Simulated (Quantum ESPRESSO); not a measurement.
AsSiO3F3, input and log of a self-consistent run

A calculation, not a measurement. The program is pw.x of Quantum ESPRESSO 7.5 (plane-wave density functional theory). The cell is made up: 8 atoms on a quartz lattice with one site empty, with randomly drawn elements, strain and displacements, not relaxed. PseudoDojo standard norm-conserving files (v0.5 for PBE, v0.4.1 for LDA and PBEsol) set the functional; there is no spin polarisation, spin-orbit coupling or dispersion term, and the masses in the input are unused placeholders.

Input:

```
&control calculation='scf', pseudo_dir='./dojo.nc.sr.pbe.v0_5.standard.upf', outdir='./o', disk_io='medium', tprnfor=.true., tstress=.true. /
&system ibrav=0, nat=8, ntyp=4, nbnd=35, ecutwfc=105.61755193, nosym=.true., tot_charge=0,
 occupations='smearing', smearing='fd', degauss=0.0018374661
/
&electrons conv_thr=7.350e-09, electron_maxstep=60, /
ATOMIC_SPECIES
As 1.0 As.upf
F 1.0 F.upf
O 1.0 O.upf
Si 1.0 Si.upf
CELL_PARAMETERS angstrom
5.0254 0.003 -0.0116
-2.5101 4.2791 -0.0298
-0.0127 -0.0451 5.4105
ATOMIC_POSITIONS angstrom
As 2.2582 0.0502 3.6212
Si -1.1789 2.0256 1.8155
O 1.4188 1.0437 4.2821
F 3.4298 0.6015 2.3517
F 2.6864 2.5575 0.7177
F 0.0696 1.7572 0.8941
O -1.122 3.2009 2.9209
O 0.6831 3.6507 4.7349
K_POINTS automatic
7 7 6 1 1 1
```

The log is shortened where brackets say so; the opening notice, blank lines, dates and the lines on written files are dropped, and the path of the files is cut. It prints rydbergs, bohrs and kilobars, and counts compression as positive stress. With no partly filled state, the Fermi energy that it prints is only some level between the filled and the empty states on the mesh, and need not lie in the true gap.

```
     Program PWSCF v.7.5
     Parallel version (MPI & OpenMP), running on       1 processor cores
     Number of MPI processes:                 1
     Threads/MPI process:                     1
     [start-up lines left out]
     bravais-lattice index     =            0
     lattice parameter (alat)  =       9.4967  a.u.
     unit-cell volume          =     785.3743 (a.u.)^3
     number of atoms/cell      =            8
     number of atomic types    =            4
     number of electrons       =        58.00
     number of Kohn-Sham states=           35
     kinetic-energy cutoff     =     105.6176  Ry
     charge density cutoff     =     422.4702  Ry
     scf convergence threshold =      7.3E-09
     mixing beta               =       0.7000
     number of iterations used =            8  plain     mixing
     Exchange-correlation= PBE
                           (   1   4   3   4   0   0   0)
     [axes and pseudopotential details left out]
   Cartesian axes
     site n.     atom                  positions (alat units)
         1        As     tau(   1) = (   0.4493560   0.0099892   0.7205774  )
         2        Si     tau(   2) = (  -0.2345876   0.4030712   0.3612637  )
         3        O      tau(   3) = (   0.2823250   0.2076844   0.8520890  )
         4        F      tau(   4) = (   0.6824910   0.1196916   0.4679614  )
         5        F      tau(   5) = (   0.5345629   0.5089133   0.1428141  )
         6        F      tau(   6) = (   0.0138496   0.3496627   0.1779157  )
         7        O      tau(   7) = (  -0.2232652   0.6369425   0.5812257  )
         8        O      tau(   8) = (   0.1359291   0.7264476   0.9421910  )
     number of k points=   147  Fermi-Dirac smearing, width (Ry)=  0.0018
     Number of k-points >= 100: set verbosity='high' to print them.
     Dense  grid:   115145 G-vectors     FFT dimensions: (  64,  64,  72)
     Estimated max dynamical RAM per process >     149.04 MB
     Initial potential from superposition of free atoms
     starting charge      57.9991, renormalised to      58.0000
     Starting wfcs are   37 randomized atomic wfcs
     total cpu time spent up to now is       68.3 secs
     per-process dynamical memory:   115.2 Mb
     Self-consistent Calculation
     iteration #  1     ecut=   105.62 Ry     beta= 0.70
     Davidson diagonalization with overlap
     ethr =  1.00E-02,  avg # of iterations =  3.0
     total cpu time spent up to now is      301.0 secs
     total energy              =    -466.49843822 Ry
     estimated scf accuracy    <       2.28382455 Ry
     iteration #  2     ecut=   105.62 Ry     beta= 0.70
     Davidson diagonalization with overlap
     ethr =  3.94E-03,  avg # of iterations =  3.1
     total cpu time spent up to now is      514.7 secs
     total energy              =    -466.04590917 Ry
     estimated scf accuracy    <       6.62688334 Ry
     iteration #  3     ecut=   105.62 Ry     beta= 0.70
     Davidson diagonalization with overlap
     ethr =  3.94E-03,  avg # of iterations =  2.8
     total cpu time spent up to now is      704.2 secs
     total energy              =    -467.55077717 Ry
     estimated scf accuracy    <       0.52525857 Ry
     iteration #  4     ecut=   105.62 Ry     beta= 0.70
     Davidson diagonalization with overlap
     ethr =  9.06E-04,  avg # of iterations =  2.0
     total cpu time spent up to now is      874.9 secs
     total energy              =    -467.57182711 Ry
     estimated scf accuracy    <       0.10997294 Ry
     iteration #  5     ecut=   105.62 Ry     beta= 0.70
     Davidson diagonalization with overlap
     ethr =  1.90E-04,  avg # of iterations =  2.1
     total cpu time spent up to now is     1041.6 secs
     total energy              =    -467.57575910 Ry
     estimated scf accuracy    <       0.01530778 Ry
     [iterations 6 to 8 left out]
     iteration #  9     ecut=   105.62 Ry     beta= 0.70
     Davidson diagonalization with overlap
     ethr =  6.57E-08,  avg # of iterations =  4.0
     total cpu time spent up to now is     1811.8 secs
     total energy              =    -467.57922501 Ry
     estimated scf accuracy    <       0.00000971 Ry
     iteration # 10     ecut=   105.62 Ry     beta= 0.70
     Davidson diagonalization with overlap
     ethr =  1.67E-08,  avg # of iterations =  2.0
     total cpu time spent up to now is     1947.9 secs
     total energy              =    -467.57922567 Ry
     estimated scf accuracy    <       0.00000101 Ry
     iteration # 11     ecut=   105.62 Ry     beta= 0.70
     Davidson diagonalization with overlap
     ethr =  1.75E-09,  avg # of iterations =  4.0
     total cpu time spent up to now is     2094.1 secs
     total energy              =    -467.57922590 Ry
     estimated scf accuracy    <       0.00000006 Ry
     iteration # 12     ecut=   105.62 Ry     beta= 0.70
     Davidson diagonalization with overlap
     ethr =  1.10E-10,  avg # of iterations =  2.0
     total cpu time spent up to now is     2252.1 secs
     total energy              =    -467.57922591 Ry
     estimated scf accuracy    <       0.00000001 Ry
     iteration # 13     ecut=   105.62 Ry     beta= 0.70
     Davidson diagonalization with overlap
     ethr =  2.44E-11,  avg # of iterations =  3.0
     total cpu time spent up to now is     2405.9 secs
     End of self-consistent calculation
     Number of k-points >= 100: set verbosity='high' to print the bands.
     the Fermi energy is     4.4381 ev
!    total energy              =    -467.57922591 Ry
     estimated scf accuracy    <          8.3E-10 Ry
     smearing contrib. (-TS)   =      -0.00000000 Ry
     internal energy E=F+TS    =    -467.57922591 Ry
     The total energy is F=E-TS. E is the sum of the following terms:
     one-electron contribution =    -331.33170884 Ry
     hartree contribution      =     192.43406030 Ry
     xc contribution           =    -109.50707347 Ry
     ewald contribution        =    -219.17450390 Ry
     convergence has been achieved in  13 iterations
     Forces acting on atoms (cartesian axes, Ry/au):
     atom    1 type  1   force =     0.30342664   -0.20093178    0.20475788
     atom    2 type  4   force =    -0.02929886    0.15633978   -0.19132155
     atom    3 type  3   force =    -0.31184955    0.38470519    0.11742982
     atom    4 type  2   force =     0.06433205   -0.02029746   -0.08127731
     atom    5 type  2   force =     0.07173191   -0.04554250    0.09572860
     atom    6 type  2   force =    -0.01154302   -0.00959321    0.05722354
     atom    7 type  3   force =    -0.15559239   -0.25097691   -0.18451199
     atom    8 type  3   force =     0.06879322   -0.01370310   -0.01802899
     Total force =     0.807984     Total SCF correction =     0.000058
     Computing stress (Cartesian axis) and pressure
          total   stress  (Ry/bohr**3)                   (kbar)     P=      211.06
   0.00144389  -0.00004415  -0.00050123          212.40       -6.50      -73.73
  -0.00004415   0.00212858   0.00064541           -6.50      313.12       94.94
  -0.00050123   0.00064541   0.00073176          -73.73       94.94      107.65
     init_run     :     67.16s CPU     68.22s WALL (       1 calls)
     electrons    :   2233.03s CPU   2337.60s WALL (       1 calls)
     forces       :     16.28s CPU     16.55s WALL (       1 calls)
     stress       :     58.72s CPU     59.01s WALL (       1 calls)
     [timing details left out]
     PWSCF        :  39m35.60s CPU  41m24.36s WALL
     JOB DONE.
```

In other units: free energy -6361.739 eV for the cell, pressure 21.11 GPa, largest force component 9.891 eV/Å. This run is the check on a run of the same cell at a cutoff of 1143 eV and k mesh 5 x 5 x 4: rerunning at a cutoff of 1437 eV and k mesh 7 x 7 x 6 moved values by no more than 0.004 eV in energy, 0.02 GPa in stress and 0.003 eV/Å in force.